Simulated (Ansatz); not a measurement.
A relaxed structure of SnSe. Space group Pnma (No. 62), AFLOW prototype AB_oP8_62_c_c (B29, as in SnS). Computed with PBE (plane waves to 420 eV, PAW, scalar-relativistic; Ansatz, an electronic-structure program).

Space group Pnma (No. 62); a = 11.7814 Å, b = 4.2018 Å, c = 4.5775 Å, α = 90.00°, β = 90.00°, γ = 90.00°

| atom | site | symmetry | x | y | z |
|---|---|---|---|---|---|
| Sn | 4c | .m. | 0.1211 | 0.2500 | 0.1163 |
| Se | 4c | .m. | 0.3547 | 0.2500 | 0.0225 |

Question: Estimate the band gap that PBE returns for this input.

Answer: 0.70 eV, indirect (valence top at k = (0, 0, 0.4286), conduction bottom at 33 % of the way from Y to Γ) (no spin-orbit coupling).

Question: Predict the smallest direct gap from PBE.

Answer: 0.89 eV at 33 % of the way from Y to Γ.

No spin polarisation in the result.

The run could not lose the symmetry of its start.
